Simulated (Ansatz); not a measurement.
TiW in space group Cmmm (No. 65; Ti on 2a, W on 2c), DFT-PBEsol in the program Ansatz with PAW potentials, all energies at zero smearing, with the estimated change up to a 700 eV cutoff added, with one set of potentials and settings (totals compare only within such a set). Cell of 2 atoms (1 Ti, 1 W): -12730.514 eV.

| element | reference phase | E (eV/atom) |
|---|---|---|
| Ti | P6/mmm, 3 atoms in the cell | -2473.9117 |
| W | Im-3m, 1 atoms in the cell | -10256.5620 |

Formation energy per atom, worked out: (-12730.514 − 1×(-2473.9117) − 1×(-10256.5620))/2 = -0.020 eV/atom (-2 kJ per mol of atoms), at 0 K, without zero-point energy or fitted corrections.

The workflow started from a Materials Project entry (that database holds measured and hypothetical structures alike); the Crystallography Open Database copy checked does not list it. With Ti and W taken as one species the cell has the higher symmetry Im-3m, so it may be an ordered model of a mixed-site phase. Whether it is the stable phase at ambient conditions was not checked. Symmetry was held in the PBEsol relaxation; whether a distortion lowers the energy is not shown. No spin polarisation was allowed. The references are the lowest solids computed at this level, not always the standard phases. Scalar-relativistic: spin–orbit coupling is off unless named, which matters more the heavier the elements.

Potentials: the later of the program's two PAW sets.
